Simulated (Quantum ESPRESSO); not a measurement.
## AuIr2Re2PdVTa (input and log of a self-consistent run)

Computed values, not a measurement. The program is pw.x of Quantum ESPRESSO 7.5 (plane-wave density functional theory). The cell is made up: eight metal atoms on a hexagonal close-packed lattice, with elements, volume, strain and displacements drawn at random and not relaxed, so it may be unstable or far from any real phase. PseudoDojo standard norm-conserving files set the functional (PBE unless stated); there is no spin polarisation or spin-orbit coupling, the Fermi-Dirac width of 0.25 eV means electrons at about 2900 K, and the masses in the input are unused placeholders. Heavy elements are run without spin-orbit coupling, which real alloys of them have. A spin test at this wide smearing found no moment, but such smearing suppresses magnetism that the real alloy may have.

Input:

```
&control calculation='scf', pseudo_dir='./dojo.nc.sr.pbe.v0_5.standard.upf', outdir='./o', disk_io='minimal', tprnfor=.true., tstress=.true. /
&system ibrav=0, nat=8, ntyp=6, nbnd=82, ecutwfc=84.00895049, nosym=.true., tot_charge=0,
 occupations='smearing', smearing='fd', degauss=0.0183746611
/
&electrons conv_thr=1.470e-08, electron_maxstep=70, mixing_beta=0.5 /
ATOMIC_SPECIES
Au 1.0 Au.upf
Ir 1.0 Ir.upf
Pd 1.0 Pd.upf
Re 1.0 Re.upf
Ta 1.0 Ta.upf
V 1.0 V.upf
CELL_PARAMETERS angstrom
-0.0073 0.0002 4.5685
5.712 -0.0011 -0.0092
-2.8569 5.0409 0.0048
ATOMIC_POSITIONS angstrom
Au 0.0575 -0.0177 -0.0018
Ir -1.4052 2.4758 -0.0085
Re 2.8331 0.0347 -0.0057
Pd 1.3886 2.5257 0.0428
V -0.0033 1.7204 2.2885
Re -1.4063 4.2425 2.2826
Ir 2.8525 1.7184 2.2271
Ta 1.4388 4.1794 2.2994
K_POINTS automatic
5 5 5 1 1 1
```

The log is shortened where brackets say so; the opening notice, blank lines, dates and the lines on written files are dropped, and the path of the files is cut. It prints rydbergs, bohrs and kilobars, and counts compression as positive stress. Its total energy is the free energy E - TS of the whole cell.

```
     Program PWSCF v.7.5
     Parallel version (MPI & OpenMP), running on       4 processor cores
     Number of MPI processes:                 4
     Threads/MPI process:                     1
     [start-up lines left out]
     bravais-lattice index     =            0
     lattice parameter (alat)  =       8.6332  a.u.
     unit-cell volume          =     887.6014 (a.u.)^3
     number of atoms/cell      =            8
     number of atomic types    =            6
     number of electrons       =       127.00
     number of Kohn-Sham states=           82
     kinetic-energy cutoff     =      84.0090  Ry
     charge density cutoff     =     336.0358  Ry
     scf convergence threshold =      1.5E-08
     mixing beta               =       0.5000
     number of iterations used =            8  plain     mixing
     Exchange-correlation= PBE
                           (   1   4   3   4   0   0   0)
     [axes and pseudopotential details left out]
   Cartesian axes
     site n.     atom                  positions (alat units)
         1        Au     tau(   1) = (   0.0125862  -0.0038744  -0.0003940  )
         2        Ir     tau(   2) = (  -0.3075842   0.5419277  -0.0018606  )
         3        Re     tau(   3) = (   0.6201371   0.0075955  -0.0012477  )
         4        Pd     tau(   4) = (   0.3039506   0.5528503   0.0093685  )
         5        V      tau(   5) = (  -0.0007223   0.3765783   0.5009296  )
         6        Re     tau(   6) = (  -0.3078249   0.9286406   0.4996382  )
         7        Ir     tau(   7) = (   0.6243836   0.3761405   0.4874898  )
         8        Ta     tau(   8) = (   0.3149389   0.9148286   0.5033155  )
     number of k points=    63  Fermi-Dirac smearing, width (Ry)=  0.0184
                       cart. coord. in units 2pi/alat
        k(    1) = (   0.0801683   0.1359683   0.1001223), wk =   0.0320000
        k(    2) = (   0.0802032   0.3172457   0.1001144), wk =   0.0320000
     [further k points left out]
     Dense  grid:    92351 G-vectors     FFT dimensions: (  54,  64,  64)
     Estimated max dynamical RAM per process >     432.54 MB
     Estimated total dynamical RAM >       1.62 GB
     Initial potential from superposition of free atoms
     starting charge     126.9968, renormalised to     127.0000
     Starting wfcs are   79 randomized atomic wfcs +    3 random wfcs
     total cpu time spent up to now is        5.8 secs
     per-process dynamical memory:   346.8 Mb
     Self-consistent Calculation
     iteration #  1     ecut=    84.01 Ry     beta= 0.50
     Davidson diagonalization with overlap
     ethr =  1.00E-02,  avg # of iterations =  3.0
     total cpu time spent up to now is       21.3 secs
     total energy              =   -1643.59150010 Ry
     estimated scf accuracy    <      14.72486127 Ry
     iteration #  2     ecut=    84.01 Ry     beta= 0.50
     Davidson diagonalization with overlap
     ethr =  1.00E-02,  avg # of iterations =  3.0
     total cpu time spent up to now is       38.4 secs
     total energy              =   -1650.89817786 Ry
     estimated scf accuracy    <      39.93408904 Ry
     iteration #  3     ecut=    84.01 Ry     beta= 0.50
     Davidson diagonalization with overlap
     ethr =  1.00E-02,  avg # of iterations =  2.7
     total cpu time spent up to now is       53.8 secs
     total energy              =   -1653.25012832 Ry
     estimated scf accuracy    <       9.42507236 Ry
     iteration #  4     ecut=    84.01 Ry     beta= 0.50
     Davidson diagonalization with overlap
     ethr =  7.42E-03,  avg # of iterations =  2.1
     total cpu time spent up to now is       66.7 secs
     total energy              =   -1653.22066028 Ry
     estimated scf accuracy    <       3.90848067 Ry
     iteration #  5     ecut=    84.01 Ry     beta= 0.50
     Davidson diagonalization with overlap
     ethr =  3.08E-03,  avg # of iterations =  2.0
     total cpu time spent up to now is       79.7 secs
     total energy              =   -1652.98614474 Ry
     estimated scf accuracy    <       2.35403523 Ry
     [iterations 6 to 16 left out]
     iteration # 17     ecut=    84.01 Ry     beta= 0.50
     Davidson diagonalization with overlap
     ethr =  1.65E-09,  avg # of iterations =  2.0
     total cpu time spent up to now is      243.4 secs
     total energy              =   -1653.07917383 Ry
     estimated scf accuracy    <       0.00000485 Ry
     iteration # 18     ecut=    84.01 Ry     beta= 0.50
     Davidson diagonalization with overlap
     ethr =  1.65E-09,  avg # of iterations =  1.0
     total cpu time spent up to now is      253.1 secs
     total energy              =   -1653.07917415 Ry
     estimated scf accuracy    <       0.00000002 Ry
     iteration # 19     ecut=    84.01 Ry     beta= 0.50
     Davidson diagonalization with overlap
     ethr =  1.40E-11,  avg # of iterations =  4.5
     total cpu time spent up to now is      266.9 secs
     total energy              =   -1653.07917415 Ry
     estimated scf accuracy    <       0.00000004 Ry
     iteration # 20     ecut=    84.01 Ry     beta= 0.50
     Davidson diagonalization with overlap
     ethr =  1.40E-11,  avg # of iterations =  2.0
     total cpu time spent up to now is      277.6 secs
     total energy              =   -1653.07917415 Ry
     estimated scf accuracy    <       0.00000002 Ry
     iteration # 21     ecut=    84.01 Ry     beta= 0.50
     Davidson diagonalization with overlap
     ethr =  1.30E-11,  avg # of iterations =  1.0
     total cpu time spent up to now is      288.7 secs
     End of self-consistent calculation
     [lines on levels left out]
!    total energy              =   -1653.07917415 Ry
     estimated scf accuracy    <          4.6E-09 Ry
     smearing contrib. (-TS)   =      -0.11879851 Ry
     internal energy E=F+TS    =   -1652.96037564 Ry
     The total energy is F=E-TS. E is the sum of the following terms:
     one-electron contribution =    -400.70165429 Ry
     hartree contribution      =     270.81436962 Ry
     xc contribution           =    -302.85644997 Ry
     ewald contribution        =   -1220.21664100 Ry
     convergence has been achieved in  21 iterations
     Forces acting on atoms (cartesian axes, Ry/au):
     atom    1 type  1   force =    -0.02050385    0.01192329    0.00068526
     atom    2 type  2   force =    -0.00483562    0.01871991   -0.00142097
     atom    3 type  4   force =    -0.00682123    0.00616547   -0.00075036
     atom    4 type  3   force =     0.00598585    0.00345660   -0.01678595
     atom    5 type  6   force =    -0.01408042    0.00729123   -0.00032836
     atom    6 type  4   force =     0.04797549   -0.04117338    0.00257284
     atom    7 type  2   force =     0.01513002   -0.00460650    0.02044969
     atom    8 type  5   force =    -0.02285023   -0.00177663   -0.00442215
     Total force =     0.082594     Total SCF correction =     0.000241
     Computing stress (Cartesian axis) and pressure
          total   stress  (Ry/bohr**3)                   (kbar)     P=     -161.59
  -0.00099578   0.00005799   0.00004254         -146.48        8.53        6.26
   0.00005799  -0.00124274  -0.00001059            8.53     -182.81       -1.56
   0.00004254  -0.00001059  -0.00105681            6.26       -1.56     -155.46
     init_run     :      5.52s CPU      5.69s WALL (       1 calls)
     electrons    :    277.71s CPU    282.95s WALL (       1 calls)
     forces       :      2.90s CPU      2.90s WALL (       1 calls)
     stress       :     10.36s CPU     10.36s WALL (       1 calls)
     [timing details left out]
     PWSCF        :   4m56.61s CPU   5m 2.08s WALL
     JOB DONE.
```

In other units: free energy -22491.288 eV for the cell, pressure -16.16 GPa, largest force component 1.233 eV/Å in size. The run took 304 s of wall time with four MPI processes on a shared machine (AMD EPYC, Zen 5, virtual cores), so the time is rough. A rerun of this cell at a higher cutoff and on a denser mesh moved values by no more than 0.004 eV in energy, 0.03 GPa in stress and 0.008 eV/Å in force, and a second program with other atomic files agreed on that cell to 2 % rms in force and 0.5 GPa in pressure.